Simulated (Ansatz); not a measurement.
# Calculated with Ansatz: Al₄Zn₅Sb₂, relaxation

The input file (Ansatz 0.2.0, plane waves):

```yaml
crystal:
  lattice:
    - [3.7734, 0.0, 0.0]
    - [-1.8867, 3.267872, 0.0]
    - [-1.8867, 1.089291, 15.505486]
  atoms:
    - { symbol: Sb, position: [0.6298, 0.3702, 0.8894] }
    - { symbol: Al, position: [0.1752, 0.8248, 0.5256] }
    - { symbol: Al, position: [0.352, 0.648, 0.056] }
    - { symbol: Zn, position: [0.0, 0.0, 0.0] }
    - { symbol: Zn, position: [0.266, 0.734, 0.798] }
    - { symbol: Al, position: [0.0696, 0.9304, 0.2088] }
    - { symbol: Sb, position: [0.8984, 0.1016, 0.6952] }
    - { symbol: Zn, position: [0.5303, 0.4697, 0.5909] }
    - { symbol: Zn, position: [0.3993, 0.6007, 0.1979] }
    - { symbol: Al, position: [0.4502, 0.5498, 0.3506] }
    - { symbol: Zn, position: [0.1283, 0.8717, 0.3849] }
  symmetry: { tolerance: 0.0003 }
kpoints:
  mp_grid: { grid: [6, 6, 6], shift: [0, 0, 0] }
magnetization:
  spin_polarized: false
scf:
  occupations: { method: methfessel_paxton, width: 0.2022 }
  lower_state_search: "off"
hamiltonian:
  pseudopotentials: { kind: paw }
  xc: r2scan
basis:
  ecutwfc: 500
  fft_grid_basis: typed
relax:
  max_steps: 80
  cell: { p_target: 0.0 }
output:
  forces: true
  stress: true
  eigenvalues: true
  populations: true
  elf: true
  write_potential: true
  volumetric_format: npy
  dos:
    e_range: [-12, 8]
    de: 0.05
    projected: { site_lists: { Al: [Al], Sb: [Sb], Zn: [Zn] } }
  bader: false
checkpoint:
  read: saved_state
```

Run with:

```bash
ansatz run input.yaml --threads 2 --pin off --max-ram 2560MiB --backend cpu --events-out ev --progress --plain --runs-dir out
```

Origin of the cell: a known structure type with other elements, at an estimated volume, so it need not be a known compound.

The saved state is a converged single point of the same cell.

Steps («new basis» is an SCF on plane waves selected anew at the same cell):

```tsv
step	ΔF (meV/atom)	max force component (eV/Å)	P (GPa)	volume (Å³)	SCF iterations	step was
1	0.0	1.289	21.51	191.20	10	accepted
2	-224.4	0.767	8.04	214.98	11	accepted
3	-313.0	0.425	2.72	229.68	11	accepted
4	-340.1	0.240	-1.46	248.59	9	accepted
5	-355.7	0.314	-0.91	247.24	8	accepted
6	-367.4	0.338	-0.22	245.46	8	accepted
7	-378.4	0.374	-0.07	242.25	8	accepted
8	-400.6	0.673	-0.54	240.88	9	accepted
9	-434.7	0.873	-0.90	237.26	8	accepted
10	-474.6	0.960	-0.93	232.13	8	accepted
11	-507.3	0.883	-0.55	227.21	8	accepted
12	-527.5	0.484	-0.10	223.96	11	accepted
13	-548.7	0.260	0.19	221.44	10	accepted
14	-548.2	0.404	0.47	221.61	10	rejected
15	-553.7	0.109	0.05	222.04	14	accepted
16	-554.4	0.014	0.02	222.52	9	accepted
17	-554.4	0.006	0.03	222.59	9	accepted
18	-555.3	0.006	0.06	222.59	10	new basis
19	-555.3	0.006	-0.05	222.98	9	accepted
20	-555.3	0.000	0.00	222.79	8	accepted
21	-555.3	0.000	0.00	222.79	6	new basis
```

Step 1, with forces in eV/Å:

```xyz
11
Lattice="3.773 0.000 0.000 -1.887 3.268 0.000 -1.887 1.089 15.505" Properties=species:S:1:pos:R:3:forces:R:3 pbc="T T T" step=1
Sb    0.000    2.179   13.791    0.000    0.000    1.271
Al   -1.887    3.268    8.150    0.000    0.000    1.226
Al    0.000    2.179    0.868    0.000    0.000   -0.512
Zn    0.000    0.000    0.000    0.000    0.000   -1.202
Zn   -1.887    3.268   12.373    0.000    0.000   -0.485
Al   -1.887    3.268    3.238    0.000    0.000    0.624
Sb    1.887    1.089   10.779    0.000    0.000   -0.635
Zn    0.000    2.179    9.162    0.000    0.000    0.781
Zn    0.000    2.179    3.069    0.000    0.000    0.814
Al    0.000    2.179    5.436    0.000    0.000   -0.594
Zn   -1.887    3.268    5.968    0.000    0.000   -1.289
```

Step 3, with forces in eV/Å:

```xyz
11
Lattice="4.138 0.000 0.000 -2.069 3.584 0.000 -2.069 1.195 15.486" Properties=species:S:1:pos:R:3:forces:R:3 pbc="T T T" step=3
Sb    0.000    2.389   13.845    0.000    0.000    0.425
Al   -2.069    3.584    8.342    0.000    0.000    0.423
Al    0.000    2.389    0.656    0.000    0.000   -0.324
Zn    0.000    0.000   -0.188    0.000    0.000   -0.028
Zn   -2.069    3.584   12.329    0.000    0.000   -0.136
Al   -2.069    3.584    3.284    0.000    0.000    0.319
Sb    2.069    1.195   10.743    0.000    0.000   -0.353
Zn    0.000    2.389    9.301    0.000    0.000    0.033
Zn    0.000    2.389    3.035    0.000    0.000   -0.150
Al    0.000    2.389    5.460    0.000    0.000    0.020
Zn   -2.069    3.584    5.935    0.000    0.000   -0.231
```

Step 4, with forces in eV/Å:

```xyz
11
Lattice="4.327 0.000 0.000 -2.164 3.747 0.000 -2.164 1.249 15.331" Properties=species:S:1:pos:R:3:forces:R:3 pbc="T T T" step=4
Sb    0.000    2.498   13.765    0.000    0.000    0.069
Al   -2.164    3.747    8.433    0.000    0.000    0.211
Al    0.000    2.498    0.478    0.000    0.000   -0.241
Zn    0.000    0.000   -0.182    0.000    0.000    0.074
Zn   -2.164    3.747   12.136    0.000    0.000   -0.016
Al   -2.164    3.747    3.411    0.000    0.000    0.184
Sb    2.164    1.249   10.484    0.000    0.000   -0.062
Zn    0.000    2.498    9.107    0.000    0.000   -0.063
Zn    0.000    2.498    2.957    0.000    0.000   -0.214
Al    0.000    2.498    5.480    0.000    0.000   -0.167
Zn   -2.164    3.747    5.945    0.000    0.000    0.224
```

Step 6, with forces in eV/Å:

```xyz
11
Lattice="4.310 0.000 0.000 -2.155 3.733 0.000 -2.155 1.244 15.256" Properties=species:S:1:pos:R:3:forces:R:3 pbc="T T T" step=6
Sb    0.000    2.489   13.685    0.000    0.000   -0.268
Al   -2.155    3.733    8.695    0.000    0.000   -0.032
Al    0.000    2.489    0.180    0.000    0.000    0.024
Zn    0.000    0.000   -0.206    0.000    0.000    0.318
Zn   -2.155    3.733   12.054    0.000    0.000    0.008
Al   -2.155    3.733    3.714    0.000    0.000   -0.039
Sb    2.155    1.244   10.433    0.000    0.000    0.274
Zn    0.000    2.489    9.065    0.000    0.000   -0.338
Zn    0.000    2.489    2.659    0.000    0.000    0.016
Al    0.000    2.489    5.166    0.000    0.000    0.017
Zn   -2.155    3.733    6.214    0.000    0.000    0.020
```

Step 7, with forces in eV/Å:

```xyz
11
Lattice="4.309 0.000 0.000 -2.154 3.731 0.000 -2.154 1.244 15.068" Properties=species:S:1:pos:R:3:forces:R:3 pbc="T T T" step=7
Sb    0.000    2.488   13.525    0.000    0.000   -0.177
Al   -2.154    3.731    8.627    0.000    0.000    0.198
Al    0.000    2.488    0.144    0.000    0.000   -0.192
Zn    0.000    0.000   -0.044    0.000    0.000    0.349
Zn   -2.154    3.731   11.909    0.000    0.000    0.002
Al   -2.154    3.731    3.661    0.000    0.000   -0.111
Sb    2.154    1.244   10.301    0.000    0.000    0.172
Zn    0.000    2.488    8.787    0.000    0.000   -0.374
Zn    0.000    2.488    2.615    0.000    0.000   -0.058
Al    0.000    2.488    5.102    0.000    0.000    0.134
Zn   -2.154    3.731    6.153    0.000    0.000    0.056
```

Step 9, with forces in eV/Å:

```xyz
11
Lattice="4.348 0.000 0.000 -2.174 3.765 0.000 -2.174 1.255 14.493" Properties=species:S:1:pos:R:3:forces:R:3 pbc="T T T" step=9
Sb    0.000    2.510   13.032    0.000    0.000   -0.218
Al   -2.174    3.765    8.508    0.000    0.000    0.436
Al    0.000    2.510   -0.047    0.000    0.000   -0.430
Zn    0.000    0.000    0.270    0.000    0.000    0.823
Zn   -2.174    3.765   11.453    0.000    0.000    0.018
Al   -2.174    3.765    3.512    0.000    0.000   -0.121
Sb    2.174    1.255    9.886    0.000    0.000    0.203
Zn    0.000    2.510    8.083    0.000    0.000   -0.873
Zn    0.000    2.510    2.433    0.000    0.000   -0.066
Al    0.000    2.510    4.923    0.000    0.000    0.225
Zn   -2.174    3.765    6.024    0.000    0.000    0.003
```

Step 10, with forces in eV/Å:

```xyz
11
Lattice="4.340 0.000 0.000 -2.170 3.758 0.000 -2.170 1.253 14.232" Properties=species:S:1:pos:R:3:forces:R:3 pbc="T T T" step=10
Sb    0.000    2.506   12.776    0.000    0.000   -0.144
Al   -2.170    3.758    8.441    0.000    0.000    0.259
Al    0.000    2.506   -0.124    0.000    0.000   -0.350
Zn    0.000    0.000    0.432    0.000    0.000    0.960
Zn   -2.170    3.758   11.250    0.000    0.000    0.041
Al   -2.170    3.758    3.413    0.000    0.000    0.036
Sb    2.170    1.253    9.732    0.000    0.000    0.142
Zn    0.000    2.506    7.755    0.000    0.000   -0.897
Zn    0.000    2.506    2.368    0.000    0.000   -0.094
Al    0.000    2.506    4.865    0.000    0.000    0.074
Zn   -2.170    3.758    5.945    0.000    0.000   -0.027
```

Step 12, with forces in eV/Å:

```xyz
11
Lattice="4.294 0.000 0.000 -2.147 3.719 0.000 -2.147 1.240 14.024" Properties=species:S:1:pos:R:3:forces:R:3 pbc="T T T" step=12
Sb    0.000    2.479   12.568    0.000    0.000   -0.041
Al   -2.147    3.719    8.369    0.000    0.000   -0.052
Al    0.000    2.479   -0.201    0.000    0.000    0.004
Zn    0.000    0.000    0.778    0.000    0.000    0.484
Zn   -2.147    3.719   11.096    0.000    0.000   -0.011
Al   -2.147    3.719    3.363    0.000    0.000    0.242
Sb    2.147    1.240    9.619    0.000    0.000    0.037
Zn    0.000    2.479    7.343    0.000    0.000   -0.375
Zn    0.000    2.479    2.281    0.000    0.000   -0.046
Al    0.000    2.479    4.779    0.000    0.000   -0.215
Zn   -2.147    3.719    5.881    0.000    0.000   -0.028
```

Step 13, with forces in eV/Å:

```xyz
11
Lattice="4.196 0.000 0.000 -2.098 3.634 0.000 -2.098 1.211 14.525" Properties=species:S:1:pos:R:3:forces:R:3 pbc="T T T" step=13
Sb    0.000    2.422   13.021    0.000    0.000    0.083
Al   -2.098    3.634    8.603    0.000    0.000   -0.005
Al    0.000    2.422   -0.156    0.000    0.000    0.017
Zn    0.000    0.000    0.993    0.000    0.000    0.260
Zn   -2.098    3.634   11.491    0.000    0.000   -0.021
Al   -2.098    3.634    3.537    0.000    0.000    0.156
Sb    2.098    1.211    9.954    0.000    0.000   -0.097
Zn    0.000    2.422    7.439    0.000    0.000   -0.219
Zn    0.000    2.422    2.375    0.000    0.000   -0.159
Al    0.000    2.422    4.902    0.000    0.000   -0.157
Zn   -2.098    3.634    6.069    0.000    0.000    0.141
```

Step 21, with forces in eV/Å:

```xyz
11
Lattice="4.163 0.000 0.000 -2.081 3.605 0.000 -2.081 1.202 14.845" Properties=species:S:1:pos:R:3:forces:R:3 pbc="T T T" step=21
Sb    0.000    2.403   13.371    0.000    0.000    0.000
Al   -2.081    3.605    8.756    0.000    0.000    0.000
Al    0.000    2.403   -0.126    0.000    0.000    0.000
Zn    0.000    0.000    1.156    0.000    0.000    0.000
Zn   -2.081    3.605   11.737    0.000    0.000    0.000
Al   -2.081    3.605    3.676    0.000    0.000    0.000
Sb    2.081    1.202   10.104    0.000    0.000    0.000
Zn    0.000    2.403    7.474    0.000    0.000    0.000
Zn    0.000    2.403    2.414    0.000    0.000    0.000
Al    0.000    2.403    4.954    0.000    0.000    0.000
Zn   -2.081    3.605    6.216    0.000    0.000    0.000
```

* Free energy lowered by: 555.3 meV/atom
* Volume change: 16.52 %
* Final pressure: 0.00 GPa
* Relaxation steps listed: 21

Caveats: no dispersion correction, so spacings can come out too large where layers or molecules are weakly bound; no spin-orbit coupling, though heavy elements are present; the k mesh is coarse if the cell is a metal; the relaxation held the start's symmetry, so the end may be a saddle point; wide smearing.

Time: 20 min on 2 threads of Arm Neoverse V2 (shared host), peak memory 1.1 GiB, from a saved density.
